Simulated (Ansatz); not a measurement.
Simulated powder pattern, Cu Kα, λ = 1.54184 Å (kinematic, ideal powder, no thermal factors, no anomalous dispersion; the 30 strongest lines at most, above 1 %, up to 2θ = 90°):

| 2θ (°) | d (Å) | I/Imax (%) |
|---|---|---|
| 26.82 | 3.325 | 100 |
| 44.50 | 2.036 | 76 |
| 52.72 | 1.736 | 45 |
| 64.76 | 1.440 | 12 |
| 71.40 | 1.321 | 17 |
| 81.97 | 1.175 | 23 |
| 88.15 | 1.108 | 13 |

The pattern belongs to a structure relaxed with DFT-PBEsol in the program Ansatz with PAW potentials.

**Question.** Which of these materials gives this?
A) Cr, diamond
B) Ga, diamond
C) Te, diamond
D) Ga3Mo, Cu3Au type

**Answer.** B, Ga, diamond

**Question.** Give the lattice parameters.

**Answer.** a = 5.759 Å.

Space group Fd-3m (diamond). The start of the workflow was typed in or built on a structure type; neither database checked (COD, Materials Project) lists it. It is not the phase usual at ambient conditions (space group No. 64). Symmetry was held in the PBEsol relaxation. At this level the phase is mechanically unstable. The volume moved by -22 % from the start of the relaxation.

Potentials: the earlier of the program's two PAW sets.
